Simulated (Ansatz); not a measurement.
Sn:
```
Sn
1.0
   -2.92827     2.92827     1.56764
    2.92827    -2.92827     1.56764
    2.92827     2.92827    -1.56764
Sn
2
Direct
  0.75000   0.25000   0.50000
  0.00000   0.00000   0.00000
```

Relaxed with PBEsol. Special points in fractions of this cell's reciprocal vectors: Γ (0.000, 0.000, 0.000); X (0.000, 0.000, 0.500); M (-0.500, 0.500, 0.500); Z (0.322, 0.322, -0.322); Z0 (-0.322, 0.678, 0.322); P (0.250, 0.250, 0.250); N (0.000, 0.500, 0.000).

**Question.** List the band energies nearest the Fermi level at these points for DFT-PBEsol in the program Ansatz with PAW potentials.

**Answer.** In eV from the Fermi level; about four levels below and three above (degenerate sets whole), none deeper than 8.9 eV; points with the same levels are listed once.

```tsv
k	below	above
Γ	-3.81 -2.08 -2.08	2.87 6.11 6.11
X	–	0.50 0.50 1.43 1.43
M	-7.67 -7.67 -4.89 -4.89	5.38 5.38 9.22 9.22
Z	-5.58 -3.15 -2.88 -2.88	2.98 5.53 5.53
P	-5.90 -5.90 -3.60 -3.60	3.56 3.56 3.95 3.95
N	-5.39 -2.35 -1.79 -1.09	2.24 2.84 4.68
```

Space group I4_1/amd (β-Sn type). Symmetry was held in the PBEsol relaxation. Scalar-relativistic: spin–orbit coupling is off unless named, which matters more the heavier the elements.

Potentials: the earlier of the program's two PAW sets. The files were generated under PBE; for other functionals the program regenerates the frozen cores, and for LDA and PBEsol the local potential too.
